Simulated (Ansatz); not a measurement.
A geometry of InSe away from equilibrium: the start of the relaxation of a relaxed InSe cell shaken by Gaussian noise of σ = 0.08 Å a coordinate. Method: PBE (plane waves to 420 eV, PAW, scalar-relativistic; Ansatz, a program for electronic structure). Γ-centred k-mesh 6×6×2 on the run's cell (coarser than for final values), Fermi–Dirac smearing 0.05 eV.

```xyz
8
Lattice="4.1959 0.0000 0.0000 -2.0979 3.6337 0.0000 0.0000 0.0000 19.7827" Properties=species:S:1:pos:R:3:forces:R:3 pbc="T T T" free_energy=-44270.748 pressure_GPa=1.1
In     0.0651    -0.0697    19.3978   -0.6127    0.4864   -1.0700
In     0.0560     0.0123     9.4671   -0.1684    0.7094   -0.8375
In     2.0839     1.1303    15.2635   -0.3471    0.3383   -0.4459
In     0.0859     2.3764     5.2974   -0.1218    0.0637    0.0278
Se    -0.1221     0.0790    16.7519    0.3918   -0.3711    0.8689
Se     0.0089    -0.0040     6.8975    0.1244   -0.0211   -0.0159
Se     2.1133     1.3325    10.4974    0.1666   -0.7517    0.8286
Se    -0.0243     2.4373     0.6799    0.5673   -0.4539    0.6441
```

Positions in Å, forces in eV/Å, free energy of the cell in eV (comparable only within this code, potentials and settings). Largest force: 1.33 eV/Å, on In1 (atoms numbered as listed); the geometry lies 0.03 eV/atom above the end of its relaxation.

No spin polarisation in the result.

The end of the path is a generated cell of InSe: the first start was made by placing the elements on the sites of a structure type, and the end was not matched to a known phase here, so it may be hypothetical. Known forms of InSe include space group No. 194.
